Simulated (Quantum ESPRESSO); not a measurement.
IrPtRu2Al4, input and log of a self-consistent run

Simulated, not a measurement. The program is pw.x of Quantum ESPRESSO 7.5 (plane-wave density functional theory). The cell is made up: eight metal atoms on a face-centred cubic lattice, with elements, volume, strain and displacements drawn at random and not relaxed, so it may be unstable or far from any real phase. PseudoDojo standard norm-conserving files set the functional (PBE unless stated); there is no spin polarisation or spin-orbit coupling, the Fermi-Dirac width of 0.25 eV means electrons at about 2900 K, and the masses in the input are unused placeholders. Heavy elements are run without spin-orbit coupling, which real alloys of them have. A spin test at this wide smearing found no moment, but such smearing suppresses magnetism that the real alloy may have.

Input:

```
&control calculation='scf', pseudo_dir='./dojo.nc.sr.pbe.v0_5.standard.upf', outdir='./o', disk_io='minimal', tprnfor=.true., tstress=.true. /
&system ibrav=0, nat=8, ntyp=4, nbnd=53, ecutwfc=84.00895049, nosym=.true., tot_charge=0,
 occupations='smearing', smearing='fd', degauss=0.0183746611
/
&electrons conv_thr=1.470e-08, electron_maxstep=70, mixing_beta=0.5 /
ATOMIC_SPECIES
Al 1.0 Al.upf
Ir 1.0 Ir.upf
Pt 1.0 Pt.upf
Ru 1.0 Ru.upf
CELL_PARAMETERS angstrom
0.0062 1.9289 1.9533
-3.8538 3.8678 -3.929
-3.8243 -3.8654 3.9019
ATOMIC_POSITIONS angstrom
Ir -0.1119 0.0592 -0.1053
Pt -3.6607 -1.9316 1.9959
Ru -3.9208 0.0895 -0.0269
Al -3.8368 1.9787 -1.9915
Ru -1.8172 0.0193 1.9656
Al -2.0126 2.0492 -0.3164
Al -5.6362 0.0326 2.029
Al -5.7512 1.8495 -0.0333
K_POINTS automatic
8 4 4 1 1 1
```

The log is shortened where brackets say so; the opening notice, blank lines, dates and the lines on written files are dropped, and the path of the files is cut. It prints rydbergs, bohrs and kilobars, and counts compression as positive stress. Its total energy is the free energy E - TS of the whole cell.

```
     Program PWSCF v.7.5
     Parallel version (MPI & OpenMP), running on       4 processor cores
     Number of MPI processes:                 4
     Threads/MPI process:                     1
     [start-up lines left out]
     bravais-lattice index     =            0
     lattice parameter (alat)  =       5.1877  a.u.
     unit-cell volume          =     782.6540 (a.u.)^3
     number of atoms/cell      =            8
     number of atomic types    =            4
     number of electrons       =        79.00
     number of Kohn-Sham states=           53
     kinetic-energy cutoff     =      84.0090  Ry
     charge density cutoff     =     336.0358  Ry
     scf convergence threshold =      1.5E-08
     mixing beta               =       0.5000
     number of iterations used =            8  plain     mixing
     Exchange-correlation= PBE
                           (   1   4   3   4   0   0   0)
     [axes and pseudopotential details left out]
   Cartesian axes
     site n.     atom                  positions (alat units)
         1        Ir     tau(   1) = (  -0.0407622   0.0215650  -0.0383580  )
         2        Pt     tau(   2) = (  -1.3334955  -0.7036304   0.7270532  )
         3        Ru     tau(   3) = (  -1.4282430   0.0326025  -0.0097990  )
         4        Al     tau(   4) = (  -1.3976440   0.7207877  -0.7254504  )
         5        Ru     tau(   5) = (  -0.6619575   0.0070305   0.7160157  )
         6        Al     tau(   6) = (  -0.7331366   0.7464690  -0.1152561  )
         7        Al     tau(   7) = (  -2.0531175   0.0118753   0.7391106  )
         8        Al     tau(   8) = (  -2.0950089   0.6737236  -0.0121303  )
     number of k points=    64  Fermi-Dirac smearing, width (Ry)=  0.0184
                       cart. coord. in units 2pi/alat
        k(    1) = (  -0.0895260   0.0444475   0.0442302), wk =   0.0312500
        k(    2) = (  -0.1790795   0.0000468   0.0883605), wk =   0.0312500
     [further k points left out]
     Dense  grid:    81369 G-vectors     FFT dimensions: (  32,  75,  75)
     Estimated max dynamical RAM per process >     267.97 MB
     Estimated total dynamical RAM >    1012.28 MB
     Initial potential from superposition of free atoms
     starting charge      78.9884, renormalised to      79.0000
     Starting wfcs are   56 randomized atomic wfcs
     total cpu time spent up to now is        4.9 secs
     per-process dynamical memory:   209.5 Mb
     Self-consistent Calculation
     iteration #  1     ecut=    84.01 Ry     beta= 0.50
     Davidson diagonalization with overlap
     ethr =  1.00E-02,  avg # of iterations =  5.6
     total cpu time spent up to now is       18.9 secs
     total energy              =    -913.47630192 Ry
     estimated scf accuracy    <       1.96888771 Ry
     iteration #  2     ecut=    84.01 Ry     beta= 0.50
     Davidson diagonalization with overlap
     ethr =  2.49E-03,  avg # of iterations =  2.8
     total cpu time spent up to now is       30.6 secs
     total energy              =    -912.83514568 Ry
     estimated scf accuracy    <      20.10335614 Ry
     iteration #  3     ecut=    84.01 Ry     beta= 0.50
     Davidson diagonalization with overlap
     ethr =  2.49E-03,  avg # of iterations =  2.0
     total cpu time spent up to now is       41.7 secs
     total energy              =    -914.20268471 Ry
     estimated scf accuracy    <       5.39068289 Ry
     iteration #  4     ecut=    84.01 Ry     beta= 0.50
     Davidson diagonalization with overlap
     ethr =  2.49E-03,  avg # of iterations =  1.2
     total cpu time spent up to now is       50.6 secs
     total energy              =    -914.44032546 Ry
     estimated scf accuracy    <       1.21235156 Ry
     iteration #  5     ecut=    84.01 Ry     beta= 0.50
     Davidson diagonalization with overlap
     ethr =  1.53E-03,  avg # of iterations =  1.0
     total cpu time spent up to now is       59.2 secs
     total energy              =    -914.54820191 Ry
     estimated scf accuracy    <       0.25853584 Ry
     [iterations 6 to 11 left out]
     iteration # 12     ecut=    84.01 Ry     beta= 0.50
     Davidson diagonalization with overlap
     ethr =  5.92E-09,  avg # of iterations =  2.3
     total cpu time spent up to now is      127.8 secs
     total energy              =    -914.56718945 Ry
     estimated scf accuracy    <       0.00000767 Ry
     iteration # 13     ecut=    84.01 Ry     beta= 0.50
     Davidson diagonalization with overlap
     ethr =  5.92E-09,  avg # of iterations =  1.0
     total cpu time spent up to now is      136.2 secs
     total energy              =    -914.56719011 Ry
     estimated scf accuracy    <       0.00000085 Ry
     iteration # 14     ecut=    84.01 Ry     beta= 0.50
     Davidson diagonalization with overlap
     ethr =  1.08E-09,  avg # of iterations =  2.0
     total cpu time spent up to now is      145.3 secs
     total energy              =    -914.56719019 Ry
     estimated scf accuracy    <       0.00000026 Ry
     iteration # 15     ecut=    84.01 Ry     beta= 0.50
     Davidson diagonalization with overlap
     ethr =  3.26E-10,  avg # of iterations =  1.1
     total cpu time spent up to now is      153.9 secs
     total energy              =    -914.56719022 Ry
     estimated scf accuracy    <       0.00000002 Ry
     iteration # 16     ecut=    84.01 Ry     beta= 0.50
     Davidson diagonalization with overlap
     ethr =  2.19E-11,  avg # of iterations =  2.7
     total cpu time spent up to now is      163.8 secs
     End of self-consistent calculation
     [lines on levels left out]
!    total energy              =    -914.56719022 Ry
     estimated scf accuracy    <          2.9E-09 Ry
     smearing contrib. (-TS)   =      -0.08309426 Ry
     internal energy E=F+TS    =    -914.48409596 Ry
     The total energy is F=E-TS. E is the sum of the following terms:
     one-electron contribution =    -454.75942982 Ry
     hartree contribution      =     267.22090520 Ry
     xc contribution           =    -168.57562535 Ry
     ewald contribution        =    -558.36994599 Ry
     convergence has been achieved in  16 iterations
     Forces acting on atoms (cartesian axes, Ry/au):
     atom    1 type  2   force =     0.00868561   -0.03099434    0.03759541
     atom    2 type  3   force =    -0.04343222    0.02047572   -0.03118295
     atom    3 type  4   force =     0.03231918    0.00122402   -0.01266258
     atom    4 type  1   force =    -0.06012500    0.02022693   -0.03474764
     atom    5 type  4   force =     0.01145125    0.00656042   -0.01629833
     atom    6 type  1   force =     0.04969239   -0.08602115    0.10512766
     atom    7 type  1   force =     0.01343433    0.05735359   -0.05782922
     atom    8 type  1   force =    -0.01202554    0.01117481    0.00999765
     Total force =     0.201766     Total SCF correction =     0.000273
     Computing stress (Cartesian axis) and pressure
          total   stress  (Ry/bohr**3)                   (kbar)     P=       31.20
  -0.00018214   0.00022847  -0.00013520          -26.79       33.61      -19.89
   0.00022847   0.00048617   0.00018143           33.61       71.52       26.69
  -0.00013520   0.00018143   0.00033216          -19.89       26.69       48.86
     init_run     :      4.60s CPU      4.82s WALL (       1 calls)
     electrons    :    158.28s CPU    158.88s WALL (       1 calls)
     forces       :      1.75s CPU      1.76s WALL (       1 calls)
     stress       :      5.86s CPU      5.88s WALL (       1 calls)
     [timing details left out]
     PWSCF        :   2m50.61s CPU   2m51.47s WALL
     JOB DONE.
```

In other units: free energy -12443.321 eV for the cell, pressure 3.12 GPa, largest force component 2.703 eV/Å in size. The run took 173 s of wall time with four MPI processes on a shared machine (Intel Xeon, 2023 or later, virtual cores), so the time is rough. A rerun of this cell at a higher cutoff and on a denser mesh moved values by no more than 0.010 eV in energy, 0.02 GPa in stress and 0.015 eV/Å in force, and a second program with other atomic files agreed on that cell to 2 % rms in force and 0.5 GPa in pressure.